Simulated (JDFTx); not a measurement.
An input for a modified build of JDFTx (Au(111), linear PCM (GLSSA13), water, 0.1 M KF; bohr, hartree) and the course of its log:

```
lattice \
  5.5738368721 2.7869184266 0.0000000000 \
  0.0000000000 4.8270843252 0.0000000000 \
  0.0000000000 0.0000000000 58.9594550883
coords-type Lattice
ion Au 0.0000000000 0.0000000000 -0.1157834330 0
ion Au 0.3333333333 0.3333333333 -0.0385944780 0
ion Au 0.6666666667 0.6666666667 0.0385944780 0
ion Au 0.0000000000 0.0000000000 0.1157834330 0
ion-species pseudo/au_pbe_v1.upf
elec-cutoff 20 100
elec-ex-corr gga-PBE
coulomb-interaction Slab 001
coulomb-truncation-embed 0 0 0
kpoint-folding 8 8 1
elec-smearing Fermi 0.01
elec-n-bands 32
target-mu -0.194404
electronic-scf nIterations 100 energyDiffThreshold 1e-07
fluid LinearPCM
pcm-variant GLSSA13
fluid-solvent H2O
fluid-cation K+ 0.1
fluid-anion F- 0.1
fluid-minimize nIterations 400 knormThreshold 1e-11
wavefunction read f0.wfns
elec-initial-eigenvals f0.eigenvals
elec-initial-fillings read f0.fillings
fluid-initial-state f0.fluidState
dump-name f0_u1.$VAR
dump End State Ecomponents EigStats BandEigs Forces ElecDensity IonicPositions Fillings Kpoints Dtot FluidDebug BoundCharge FluidDensity
```

```
[one cycle in 5 is shown, and the last three; fluid-solver lines are left out]
	FillingsUpdate:  mu: -0.194404000  nElectrons: 43.573767
SCF: Cycle:  0   G: -130.005587128078673   dG: +8.944e-02   |Residual|: 2.490e-02   |deigs|: 3.803e-07
	FillingsUpdate:  mu: -0.194404000  nElectrons: 43.943854
SCF: Cycle:  5   G: -130.094738707882925   dG: -3.384e-04   |Residual|: 2.613e-03   |deigs|: 1.072e-03
	FillingsUpdate:  mu: -0.194404000  nElectrons: 43.930628
SCF: Cycle: 10   G: -130.094167507940824   dG: +1.317e-05   |Residual|: 3.379e-03   |deigs|: 5.891e-04
	FillingsUpdate:  mu: -0.194404000  nElectrons: 43.954093
SCF: Cycle: 15   G: -130.095035219365542   dG: -8.398e-05   |Residual|: 2.005e-03   |deigs|: 5.965e-04
	FillingsUpdate:  mu: -0.194404000  nElectrons: 43.949635
SCF: Cycle: 20   G: -130.094908380690583   dG: -7.032e-04   |Residual|: 2.035e-03   |deigs|: 8.165e-04
	FillingsUpdate:  mu: -0.194404000  nElectrons: 43.941815
SCF: Cycle: 25   G: -130.094583467103035   dG: +9.131e-05   |Residual|: 3.312e-03   |deigs|: 5.584e-04
	FillingsUpdate:  mu: -0.194404000  nElectrons: 43.961623
SCF: Cycle: 30   G: -130.095133552647070   dG: -6.330e-05   |Residual|: 1.748e-03   |deigs|: 1.842e-04
	FillingsUpdate:  mu: -0.194404000  nElectrons: 43.968460
SCF: Cycle: 35   G: -130.095187452481298   dG: -1.367e-06   |Residual|: 1.694e-04   |deigs|: 3.493e-04
	FillingsUpdate:  mu: -0.194404000  nElectrons: 43.969061
SCF: Cycle: 40   G: -130.095187341898139   dG: +3.217e-08   |Residual|: 4.275e-05   |deigs|: 1.141e-04
	FillingsUpdate:  mu: -0.194404000  nElectrons: 43.968705
SCF: Cycle: 45   G: -130.095187485150092   dG: -9.908e-08   |Residual|: 1.150e-05   |deigs|: 2.282e-05
	FillingsUpdate:  mu: -0.194404000  nElectrons: 43.969022
SCF: Cycle: 50   G: -130.095187331931754   dG: +1.478e-07   |Residual|: 4.050e-05   |deigs|: 1.604e-05
	FillingsUpdate:  mu: -0.194404000  nElectrons: 43.968941
SCF: Cycle: 55   G: -130.095187384475821   dG: +9.150e-08   |Residual|: 3.685e-05   |deigs|: 1.418e-05
	FillingsUpdate:  mu: -0.194404000  nElectrons: 43.968938
SCF: Cycle: 60   G: -130.095187386388005   dG: +9.081e-08   |Residual|: 3.629e-05   |deigs|: 1.395e-05
	FillingsUpdate:  mu: -0.194404000  nElectrons: 43.968912
SCF: Cycle: 65   G: -130.095187396512785   dG: +8.223e-08   |Residual|: 3.282e-05   |deigs|: 1.328e-05
	FillingsUpdate:  mu: -0.194404000  nElectrons: 43.968317
SCF: Cycle: 70   G: -130.095187474087027   dG: +2.053e-08   |Residual|: 1.410e-05   |deigs|: 7.801e-06
	FillingsUpdate:  mu: -0.194404000  nElectrons: 43.968661
SCF: Cycle: 75   G: -130.095187494494922   dG: -1.372e-07   |Residual|: 8.299e-06   |deigs|: 7.651e-06
	FillingsUpdate:  mu: -0.194404000  nElectrons: 43.968743
SCF: Cycle: 80   G: -130.095187475491599   dG: -1.331e-06   |Residual|: 1.854e-05   |deigs|: 3.948e-05
	FillingsUpdate:  mu: -0.194404000  nElectrons: 43.968738
SCF: Cycle: 85   G: -130.095187476659362   dG: -1.503e-06   |Residual|: 1.871e-05   |deigs|: 4.172e-05
	FillingsUpdate:  mu: -0.194404000  nElectrons: 43.969005
SCF: Cycle: 90   G: -130.095187345391537   dG: +1.275e-07   |Residual|: 3.942e-05   |deigs|: 1.606e-05
	FillingsUpdate:  mu: -0.194404000  nElectrons: 43.968353
SCF: Cycle: 95   G: -130.095187484598256   dG: +1.109e-08   |Residual|: 1.155e-05   |deigs|: 6.952e-06
	FillingsUpdate:  mu: -0.194404000  nElectrons: 43.968636
SCF: Cycle: 97   G: -130.095187499429812   dG: -1.082e-07   |Residual|: 6.816e-06   |deigs|: 6.933e-06
	FillingsUpdate:  mu: -0.194404000  nElectrons: 43.967632
SCF: Cycle: 98   G: -130.095186991731964   dG: +5.077e-07   |Residual|: 5.448e-05   |deigs|: 2.294e-05
	FillingsUpdate:  mu: -0.194404000  nElectrons: 43.968748
SCF: Cycle: 99   G: -130.095187472431832   dG: -4.807e-07   |Residual|: 1.958e-05   |deigs|: 2.549e-05
SCF: None of the convergence criteria satisfied after 100 iterations.
IonicMinimize: Iter:   0  G: -130.095187472431832  |grad|_K:  0.000e+00
IonicMinimize: Converged (|grad|_K<1.000000e-04).
```

This run gave no converged result. The loop ran out of cycles short of its threshold. It has stalled and not diverged: the last ten energies span 5e-07 Ha, so the total is near its end, but levels, forces and the electron count aren't shown converged.
